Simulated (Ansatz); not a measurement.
**Sc4Al: zone-centre modes**

Theory: Ansatz 0.2.0, DFT PBE, scalar-relativistic, plane waves, PAW. Plane waves to 420 eV; Γ-centred k mesh 12×12×12; Fermi-Dirac smearing of 0.15 eV. No spin polarisation. Phonons by linear response, acoustic sum rule imposed.

Relaxed structure:
```
CELL_PARAMETERS angstrom
2.48554 1.43503 5.25237
-2.48554 1.43503 5.25237
0.00000 -2.87006 5.25237
ATOMIC_POSITIONS crystal
Sc 0.68366 0.68366 0.68366
Sc 0.10511 0.10511 0.10511
Sc 0.89489 0.89489 0.89489
Sc 0.31634 0.31634 0.31634
Al 0.50000 0.50000 0.50000
```

The cell was found from a structure generator's guess, not taken from experiment. In a metal, frequencies depend on the k mesh and the smearing, soft modes most.

Optical modes at Γ:
| frequency (cm⁻¹) | degeneracy |
| --- | --- |
| 134 | 2 |
| 159 | 1 |
| 171 | 2 |
| 182 | 1 |
| 189 | 1 |
| 236 | 2 |
| 242 | 2 |
| 277 | 1 |

All 12 optical modes at Γ are real: no displacement of atoms at fixed cell lowers the energy to second order. Strains and modes at other wave vectors aren't tested by this run.
